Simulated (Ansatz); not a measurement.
# What a trial cell of Hf3Si2F relaxes into

Computed with Ansatz, DFT PBE, scalar-relativistic, plane waves, PAW. Cutoff 420 eV, Gaussian smearing, Γ-centred meshes. Cell and atoms relax first on a coarse mesh and then on a finer one. In between, the cell is made exact in the group found at 0.06 Å. In metals the finer mesh still leaves noise of several meV/atom or more. The steps can't lower the symmetry of their start. No spin polarisation.

The guess for Hf3Si2F was made by a generator: random cell by space group and Wyckoff sites (P6/mmm, No. 191). Its size is a rough estimate.

```
CELL_PARAMETERS angstrom
4.47044 0.00000 0.00000
-2.23522 3.87151 0.00000
0.00000 0.00000 6.00093
ATOMIC_POSITIONS crystal
Hf 0.50000 0.00000 0.50000
Hf 0.00000 0.50000 0.50000
Hf 0.50000 0.50000 0.50000
Si 0.00000 0.00000 0.33118
Si 0.00000 0.00000 0.66882
F 0.00000 0.00000 0.00000
```

The zero of energy is the elements' standard structures at the same level (F₂ as a molecule); no fitted shifts are applied.

Problem. Describe the relaxed structure.

Solution. The symmetry stays P6/mmm (No. 191). The volume per atom grows by 52.8 %, from 17.3 to 26.5 Å³. The shortest distance goes from 1.99 Å (Si–F) to 1.86 Å (Si–F). The ratio c/a of the conventional cell changes by a factor of 0.85. The energy falls by about 2.3 eV/atom (the start's value is from the coarse mesh). Conventional cell: a = 5.431 Å, c = 6.213 Å. Hf is surrounded by 4 Hf at 2.72 Å and 4 Si at 2.99 Å; around Si lie 1 F at 1.86 Å, 1 Si at 2.49 Å and 6 Hf at 2.99 Å; F is surrounded by 2 Si at 1.86 Å.

```cif
data_structure
_symmetry_space_group_name_H-M 'P 1'
_symmetry_Int_Tables_number 1
_cell_length_a 5.4311
_cell_length_b 5.4311
_cell_length_c 6.2134
_cell_angle_alpha 90.000
_cell_angle_beta 90.000
_cell_angle_gamma 120.000
_cell_volume 158.72
loop_
_atom_site_label
_atom_site_type_symbol
_atom_site_fract_x
_atom_site_fract_y
_atom_site_fract_z
_atom_site_occupancy
Hf1 Hf 0.50000 0.00000 0.50000 1
Hf2 Hf 0.00000 0.50000 0.50000 1
Hf3 Hf 0.50000 0.50000 0.50000 1
Si1 Si 0.00000 0.00000 0.29938 1
Si2 Si 0.00000 0.00000 0.70062 1
F1 F 0.00000 0.00000 0.00000 1
```

Problem. Give its energy and gap.

Solution. The formation energy is +0.12 eV/atom and the gap on the 12×12×6 mesh of the 6-atom cell is 0 eV (a metal).

It can't be a ground state, since the elements alone are lower.

The last run used Gaussian smearing of 0.10 eV. Spin–orbit coupling, which can matter for Hf, is left out. The cell is a metal run without spin; a magnetic state may lie lower. Symmetry constrained the relaxation, so the result can be a saddle point. In all, the 3 runs took 2.8 min on 1 thread of Intel(R) Xeon(R) 6975P-C (Granite Rapids), with other jobs on the host. Another cell of Hf3Si2F relaxed alike, in P-6m2, lies 0.53 eV/atom lower, so this cell isn't the stable form at this level.
